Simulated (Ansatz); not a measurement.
**LaCo$_{5}$: reading a single point**

```yaml
crystal:
  lattice:
    - [2.55962, 4.43338, 0.00000]
    - [-2.55962, 4.43338, 0.00000]
    - [0.00000, 0.00000, 3.97795]
  atoms:
    - { symbol: Co, position: [0.33330, 0.33340, 0.00000] }
    - { symbol: Co, position: [0.66660, 0.66670, 0.00000] }
    - { symbol: La, position: [0.00000, 0.00000, 0.00000] }
    - { symbol: Co, position: [0.50000, 0.50000, 0.50000] }
    - { symbol: Co, position: [0.50000, 0.00000, 0.50000] }
    - { symbol: Co, position: [0.00000, 0.50000, 0.50000] }
```

The numbers come from plane-wave PAW DFT (Ansatz): r2SCAN, no spin polarisation, 500 eV, 8×8×9 Γ-centred k points, fermi-dirac occupations (width 0.1 eV). Nothing was relaxed.

Task: Metal or insulator?

Result: It is a metal, with about 14 states/eV a cell as the mean within 0.25 eV of the Fermi level, mostly Co d (92 %).

Task: Give the Bader charges.

Result: Bader charges in e: La +1.45, Co -0.31 to -0.26. In the mean La gives up most and Co takes most.

Task: Is the cell too large or too small?

Result: The pressure is -14.1 GPa (compression positive), so with the atoms held at these fractions the cell would first shrink.

Task: Is it stable against the elements?

Result: 0.45 eV an atom against the elements' usual phases (free molecules for gases, crystals otherwise, with no correction for O₂ or N₂), so at this geometry it isn't bound against them. Relaxing would lower it.

Task: What do density and ELF say about some of the short contacts?

Result: Co–Co at 2.48 Å: least valence density 0.34 e/Å³ and ELF 0.30 there. La–Co at 2.96 Å: least valence density 0.19 e/Å³ and ELF 0.13 there. Both are smooth PAW fields, read partly inside the augmentation spheres.

Origin: a database entry at a rescaled volume. Caveats: no spin polarisation, so a magnetic state may lie lower; atoms or cell far from equilibrium; f levels without a U or exact exchange are poorly placed.
